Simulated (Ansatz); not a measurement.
Put Bi2Te5 in P4/mmm (No. 123): Bi on 2f; Te on 4j and 1d.

All numbers below come from DFT PBE, scalar-relativistic, plane waves, PAW in Ansatz 0.2.0. Cutoff 420 eV, Γ-centred mesh, Gaussian smearing, no spin polarisation.

Formation energies are uncorrected and refer to the elements' standard structures at the same level.

Question: Give the relaxed lattice parameters and positions.

Answer:

Space group P4/mmm (No. 123). a = 8.934 Å, b = 8.934 Å, c = 3.236 Å, α = 90.00°, β = 90.00°, γ = 90.00°
| atom | site | symmetry | x | y | z |
| --- | --- | --- | --- | --- | --- |
| Bi | 2f | mmm. | 0.5000 | 0.0000 | 0.0000 |
| Te | 4j | m.2m | 0.7401 | 0.7401 | 0.0000 |
| Te | 1d | 4/mmm | 0.5000 | 0.5000 | 0.5000 |

Bi has 4 Te at 3.16 Å and 2 Bi at 3.24 Å; Te on a site of symmetry m2m is surrounded by 2 Bi at 3.16 Å, 2 Te at 3.24 Å and 2 Te at 3.44 Å; Te on a site of symmetry 4/mmm has 2 Te at 3.24 Å and 8 Te at 3.44 Å. Another local minimum with the same sites may exist.

Question: And its energy and gap?

Answer: The formation energy is +0.17 eV/atom and the gap on the 4×4×12 mesh of the 7-atom cell is 0 eV (a metal). The separate elements lie lower, so it is unstable against them.

The last run used Gaussian smearing of 0.10 eV. These runs have no spin–orbit coupling, which can matter for Bi and Te. The reference form of Te is held partly by dispersion forces, which this level lacks. A structure relaxed within its symmetry needn't be a true minimum.
